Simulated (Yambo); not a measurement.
Yambo run on SiC (6H, space group P6_3mc, No. 186). The wavefunctions are PBEsol (pw.x of Quantum ESPRESSO, ONCV potentials, no spin-orbit coupling) ones on a 6×6×1 mesh (24 occupied bands); a = b = 3.077 Å, c = 15.098 Å, α = β = 90.00°, γ = 120.00°.

Yambo input:

```
rim_cut
gw0
dyson
el_el_corr
HF_and_locXC
cohsex
em1s
RandQpts= 1000000
RandGvec= 1 Ry
EXXRLvcs= 82 Ry
VXCRLvcs= 328 Ry
Chimod= "HARTREE"
% BndsRnXs
 1 | 229 |
%
NGsBlkXs= 8 Ry
% LongDrXs
 1.0 | 1.0 | 1.0 |
%
ExtendOut
% QPkrange
 1 | 1 | 24 | 24 |
 4 | 4 | 24 | 25 |
%
```

k points by index: 1 = Γ, 4 = M.

Table of the .qp output:

```
#    K-point    Band    Eo [eV]    E [eV]    E-Eo [eV]    Vxc [eV]    Vnlxc [eV]    Sc|Eo [eV]    Re(Z)    Im(Z)
#
    1    24    0.000000    -2.793549    -2.793549    -14.83284    -17.43802    -0.188363    1.000000    0.000000
    4    24    -1.109184    -4.049692    -2.940508    -14.39657    -17.45511    0.118032    1.000000    0.000000
    4    25    1.916802    0.604162    -1.312640    -11.08682    -6.893980    -5.505480    1.000000    0.000000
```
(The two width columns are left out.) Convergence of these settings isn't established.

Geometry of the Materials Project entry, not relaxed at this level.
